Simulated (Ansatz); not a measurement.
Sn:
Space group P6₃/mmc (No. 194); a = 3.3148 Å, b = 3.3148 Å, c = 5.6775 Å, α = 90.00°, β = 90.00°, γ = 120.00°

```csv
atom,site,symmetry,x,y,z
Sn,2d,-6m2,0.6667,0.3333,0.2500
```

Relaxed with r²SCAN.

Question: Tabulate the valence density and the electron localisation function along the shortest Sn–Sn contact (3.31 Å), the program Ansatz at the r²SCAN level (PAW).

Answer: 

```tsv
distance from Sn (Å)	density (e/Å³)	ELF
0.33	8.89	0.00
0.50	5.59	0.04
0.66	2.78	0.16
0.83	1.09	0.28
0.99	0.47	0.32
1.16	0.30	0.34
1.33	0.21	0.37
1.49	0.17	0.36
1.66	0.16	0.35
1.82	0.17	0.36
1.99	0.21	0.37
2.15	0.30	0.34
2.32	0.47	0.32
2.49	1.09	0.28
2.65	2.78	0.16
2.82	5.59	0.04
2.98	8.89	0.00
```

The density is the valence pseudo-density with augmentation charge, so density and ELF within about 1 Å of a nucleus are not all-electron values.

Space group P6_3/mmc (hcp (Mg type)). The start of the workflow was typed in or built on a structure type; neither database checked (COD, Materials Project) lists it. It is not the phase usual at ambient conditions (space group No. 141). The cell keeps a stress of up to 0.2 GPa. The r²SCAN relaxation kept the symmetry of its start; its stability against distortions is not shown here. Axis ratios of metals converge slowly with the k-mesh, so a and c are less sure than the volume. Spin–orbit coupling is left out wherever it is not named.

Potentials: the earlier of the program's two PAW sets.
